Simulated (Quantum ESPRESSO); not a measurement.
**Band energies of CaC$_{2}$**

```
CaC2
1.0
    3.29783    -2.08128     0.00000
    3.29783     2.08128     0.00000
   -2.19799     0.00000     7.04938
C Ca
4 2
Cartesian
  0.61690  -0.58492   3.94850
  3.78077   0.58492   3.10088
  2.68178  -0.58492   6.62557
  1.71589   0.58492   0.42381
  1.64934   1.35483   5.28704
  2.74833  -1.35483   1.76235
```

PBEsol (Quantum ESPRESSO, PseudoDojo norm-conserving, 82 Ry, no spin-orbit coupling); path ΓYFLI,I1ZF1,YX1,XΓN,MΓ; energies in eV from the valence-band maximum.

```csv
k (1/Å),point,band 14,band 15,band 16,band 17,band 18,band 19,band 20,band 21
0.00,Γ,-1.18,-0.92,-0.88,-0.55,-0.41,3.09,3.95,4.36
0.20,,-1.28,-1.04,-0.92,-0.48,-0.46,3.24,4.07,4.49
0.60,,-1.79,-1.43,-1.13,-0.58,-0.52,2.88,4.21,4.84
1.00,Y,-2.00,-1.26,-1.18,-0.80,-0.71,1.88,5.14,5.44
1.00,F,-2.09,-1.30,-1.21,-0.74,-0.68,2.02,4.93,5.53
1.30,L,-2.46,-1.34,-1.34,-0.59,-0.59,3.26,3.26,5.53
1.55,,-2.33,-1.53,-1.53,-0.43,-0.43,3.72,3.72,5.26
1.81,I,-2.02,-1.66,-1.66,-0.31,-0.31,4.37,4.37,5.23
1.81,I1,-2.02,-1.66,-1.66,-0.31,-0.31,4.37,4.37,5.23
2.01,,-1.81,-1.54,-1.54,-0.32,-0.32,4.17,4.17,5.84
2.41,,-1.72,-1.03,-1.03,-0.35,-0.35,3.86,3.86,5.06
2.81,Z,-1.59,-0.82,-0.82,-0.34,-0.34,3.75,3.75,4.51
2.99,,-1.58,-0.99,-0.85,-0.40,-0.33,3.36,3.89,4.63
3.35,,-1.89,-1.23,-1.18,-0.66,-0.50,2.35,4.18,5.58
3.71,F1,-2.09,-1.30,-1.21,-0.74,-0.68,2.02,4.93,5.53
3.71,Y,-2.00,-1.26,-1.18,-0.80,-0.71,1.88,5.14,5.44
4.14,X1,-1.97,-1.67,-1.43,-0.50,-0.26,3.33,5.01,5.03
4.14,X,-1.97,-1.67,-1.43,-0.50,-0.26,3.33,5.01,5.03
4.32,,-1.81,-1.79,-1.46,-0.43,-0.08,4.10,4.78,4.91
4.50,,-1.63,-1.59,-1.32,-0.39,0.00,4.15,4.52,5.08
4.86,,-1.23,-1.19,-0.72,-0.55,-0.17,3.94,4.07,4.26
5.22,Γ,-1.18,-0.92,-0.88,-0.55,-0.41,3.09,3.95,4.36
5.40,,-1.20,-0.98,-0.82,-0.51,-0.40,3.31,3.97,4.38
5.77,,-1.54,-1.20,-0.91,-0.45,-0.15,3.65,4.29,4.82
6.13,N,-2.09,-1.25,-1.09,-0.22,-0.19,3.45,4.24,5.30
6.13,M,-1.65,-1.26,-1.00,-0.59,-0.25,2.75,4.82,5.48
6.44,,-1.58,-1.15,-1.02,-0.50,-0.15,3.14,4.72,4.84
6.76,,-1.27,-1.05,-0.80,-0.57,-0.29,3.50,4.06,4.48
7.07,Γ,-1.18,-0.92,-0.88,-0.55,-0.41,3.09,3.95,4.36
```

The PBEsol gap is indirect, 1.88 eV, from 33 % of the way from X to Γ to Y; the smallest direct gap is 2.59 eV.

Geometry of the Materials Project entry, not relaxed at this level.

The structure is a Materials Project entry; no match was found in the copy of COD used, and its stability was not checked.
